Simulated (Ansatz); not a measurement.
# Zone-centre phonons of Te₃W at 2 GPa: input and output

All numbers below come from DFT PBE, scalar-relativistic, plane waves, PAW (Ansatz).

Launched with:
```bash
ansatz run input.yaml --threads 2 --pin off --max-ram 7168MiB --backend cpu --events-out ev --progress --plain --runs-dir out
```

Input (bare energies are in eV):
```yaml
crystal:
  lattice:
    - [5.3078839548, 0.0, 0.0]
    - [0.0, 5.3078839548, 0.0]
    - [0.0, 0.0, 5.3078839548]
  atoms:
    - { symbol: Te, position: [0.0, 0.0, 0.5] }
    - { symbol: Te, position: [0.0, 0.5, 0.0] }
    - { symbol: Te, position: [0.5, 0.0, 0.0] }
    - { symbol: W, position: [0.0, 0.0, 0.0] }
basis:
  ecutwfc: 420
kpoints:
  mp_grid: { grid: [8, 8, 8] }
hamiltonian:
  xc: pbe
scf:
  occupations: { method: fermi_dirac, width: 0.15 }
output:
  eigenvalues: true
phonons:
  method: dfpt
  eigenvectors: true
```

Results section of the output:
```
--- Phonons (Γ-DFPT): 3 representative perturbations + reference, on 125 of 512 k-points (Σ response iterations 9) ---
  k mesh reduced under 8 symmetry operations, with k and −k counted as one. Each operation leaves every solved displacement unchanged or reverses it
  ASR residual: 1.653e-3 → 0.000e0 eV/Å²; symmetrization residual: 7.109e-6 eV/Å²
  ASR residual per site (eV/Å²): 2.31e-4 2.31e-4 2.31e-4 1.65e-3
  Γ frequencies (cm⁻¹): -76.91 -76.91 -76.91 -38.73 -38.73 -38.73 0.00 0.00 0.00 192.93 192.93 192.93
  non-analytic LO–TO correction: not included (Born effective charges unavailable; polar crystals: no LO–TO splitting at Γ)
```

The run took 2.2 min on 2 threads of Intel(R) Xeon(R) Platinum 8259CL CPU @ 2.50GHz (Skylake/Cascade Lake), on a shared host, peak memory 2.3 GiB.

Its imaginary modes show that this cell, built by swapping an element in a database structure, isn't a minimum of the energy. In a metal, frequencies and elastic constants depend on the k mesh and the smearing, soft modes and shear constants most. Spin–orbit coupling is left out, which can shift energies with elements as heavy as these.

Negative frequencies stand for imaginary ones: the cell is unstable against these modes.